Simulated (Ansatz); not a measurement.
Relaxed-ion elastic tensor of CsAlMo2O8 in space group P-3m1 (No. 164; Pearson symbol hP12) in GPa (Voigt order), plane-wave PAW PBEsol (Ansatz code); density 3.69 g/cm³, 17.99 Å³ per atom.

```
      1     2     3     4     5     6
-  ----  ----  ----  ----  ----  ----
1   119  48.7  14.1   0.6   0.0   0.0
2  48.7   119  14.1  -0.6   0.0   0.0
3  14.1  14.1  23.2   0.0   0.0   0.0
4   0.6  -0.6   0.0  19.2   0.0   0.0
5   0.0   0.0   0.0   0.0  19.2   0.6
6   0.0   0.0   0.0   0.0   0.6  35.1
```

### Question
Is the crystal mechanically stable?

### Answer
Yes: the smallest eigenvalue of C is 19.2 GPa.

### Question
Work out the Voigt, Reuss and Hill averages.

### Answer
K_V = 46.1, K_R = 22.2, K_H = 34.2; G_V = 27.0, G_R = 20.8, G_H = 23.9 GPa.

### Question
Give Young's modulus, Poisson's ratio, Pugh's ratio and the universal anisotropy index.

### Answer
E = 9KG/(3K + G) = 58.2 GPa; ν = 0.22; K/G = 1.43 (brittle by the Pugh limit of 1.75); A_U = 5G_V/G_R + K_V/K_R − 6 = 2.56.

### Question
Estimate the sound speeds and the Debye temperature.

### Answer
v_l = √((K + 4G/3)/ρ) = 4230 m/s, v_t = √(G/ρ) = 2550 m/s, mean 2810 m/s; Θ = (h/k)(3n/4πV)^(1/3) v_m = 320 K.

### Question
Solve the Christoffel equation for the three sound speeds along x, y, z.

### Answer
Eigenvalues of C_ijkl n_j n_l equal ρv². In km/s, slowest first: x 2.28, 3.09, 5.68; y 2.28, 3.09, 5.68; z 2.28, 2.28, 2.51.

### Question
How much does each axis shrink under pressure?

### Answer
Linear compressibilities β_i = Σ_j S_ij (j = 1 to 3): x 2.6, y 2.6, z 40 per TPa.

The workflow started from a Materials Project entry (that database holds measured and hypothetical structures alike); the Crystallography Open Database files this formula in space group No. 164, but the cells were not matched. Its standing as an ambient phase is unchecked. Symmetry was held in the PBEsol relaxation; whether a distortion lowers the energy is not shown. The run is not spin-polarised. No Hubbard U is applied. Scalar-relativistic: spin–orbit coupling is off unless named, which matters more the heavier the elements.

Potentials: the later of the program's two PAW sets.
